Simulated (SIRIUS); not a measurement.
Worked example: self-consistent single point of Rh (Fm-3m, 1 atom in the cell; from Materials Project mp-74, changed as shown) in SIRIUS.

Level of theory: LDA (PW92), GBRV LDA ultrasoft pseudopotentials (plane waves; SIRIUS).

The change in words: volume scaled by 1.04. Reference geometry (Fm-3m):
```yaml
crystal:
  lattice:
    - [0.00000, 1.90298, 1.90298]
    - [1.90298, 0.00000, 1.90298]
    - [1.90298, 1.90298, 0.00000]
  atoms:
    - { symbol: Rh, position: [0.00000, 0.00000, 0.00000] }
```

Reference input (self-consistent single point, DFT, LDA (PW92), plane waves, GBRV LDA ultrasoft pseudopotentials): parameters.ngridk = 10 10 10; parameters.xc_functionals = [XC_LDA_X, XC_LDA_C_PW]; parameters.gk_cutoff = 6.325 1/bohr; parameters.pw_cutoff = 14.143 1/bohr; parameters.smearing = fermi_dirac; parameters.smearing_width = 0.00367493 Ha; potentials = GBRV LDA ultrasoft pseudopotentials; parameters.electronic_structure_method = pseudopotential; parameters.num_bands = 12; parameters.num_mag_dims = 0; parameters.num_dft_iter = 100; parameters.energy_tol = 1e-07 Ha. This run's input differs from it in these lines:

```diff
@@ -32,7 +32,7 @@
     "lattice_vectors": [
-      [0.0, 0.7071068284, 0.7071068284],
-      [0.7071068284, 0.0, 0.7071068284],
-      [0.7071068284, 0.7071068284, 0.0]
+      [0.0, 0.7071067563, 0.7071067563],
+      [0.7071067563, 0.0, 0.7071067563],
+      [0.7071067563, 0.7071067563, 0.0]
     ],
-    "lattice_vectors_scale": 5.085682,
+    "lattice_vectors_scale": 5.152604,
     "atom_coordinate_units": "au",
```

Output (repeated stretches shortened):

```
[find] density tolerance         : 1e-06
[find] total energy tolerance    : 1e-07
[find] iter_solver_tol (initial) : 0.01
[find] iter_solver_tol (target)  : 1e-13
[find] num_dft_iter              : 100
Charges and magnetic moments
--------------------------------------------------------------------------------
total charge          : 15.000000
[find] | SCF iteration   0 out of 100|
[diagonalize] iterative solver tolerance (occupied, empty): 0.01 0.01
[diagonalize] average number of iterations: 3.40426
[find] Charges and magnetic moments
[find] total charge          : 15.000000
[find] Energy
   [... lines left out ...]

[find] Charges and magnetic moments
[find] total charge          : 15.000000
[find] Energy
[find] smearing (-TS)                 :      -0.00179159
[find] Total energy                   :     -85.67505436 (Ha),    -171.35010873 (Ry)
[find] Free energy (E-TS)             :     -85.67684595 (Ha),    -171.35369191 (Ry)
[find] band gap (eV)                  :       0.00000000
[find] Efermi                         :       0.73307322
[find] iteration : 19, RMS (target) : 6.4378e-07 (1.0000e-06) , energy difference (target) : -1.5937e-09 (1.0000e-07)
[find] bands are converged : true
[find] iterative solver converged : false
[find] converged after 20 SCF iterations!
[find] Charges and magnetic moments
[find] total charge          : 15.000000
[find] Energy
[find] smearing (-TS)                 :      -0.00179159
[find] Total energy                   :     -85.67505436 (Ha),    -171.35010873 (Ry)
[find] Free energy (E-TS)             :     -85.67684595 (Ha),    -171.35369191 (Ry)
[find] band gap (eV)                  :       0.00000000
[find] Efermi                         :       0.73307322
[ground_state] === stress tensor components [kbar] ===
[ground_state] === stress_total ===
[ground_state]   222.058424    0.000000    0.000000
[ground_state]     0.000000  222.058424    0.000000
[ground_state]     0.000000    0.000000  222.058424
[ground_state] ==== total Forces in Ha/bohr =====
[ground_state] atom:    0, force:       0.0000000      0.0000000      0.0000000
```

The run converged in 20 iterations. SIRIUS prints the stress tensor with tension positive. Against the reference run the free energy rises by 54.2 meV/atom and the pressure goes from -13.05 to -22.21 GPa.

The structure comes from a collection of computed structures, made at another level of theory; the collection holds predicted forms beside known ones. No clean gap shows at this smearing width and mesh (spacing up to 0.28 Å⁻¹); the mesh is coarse for partly filled bands, so the values carry mesh errors. At this pressure the cell is far from its equilibrium volume at this level.
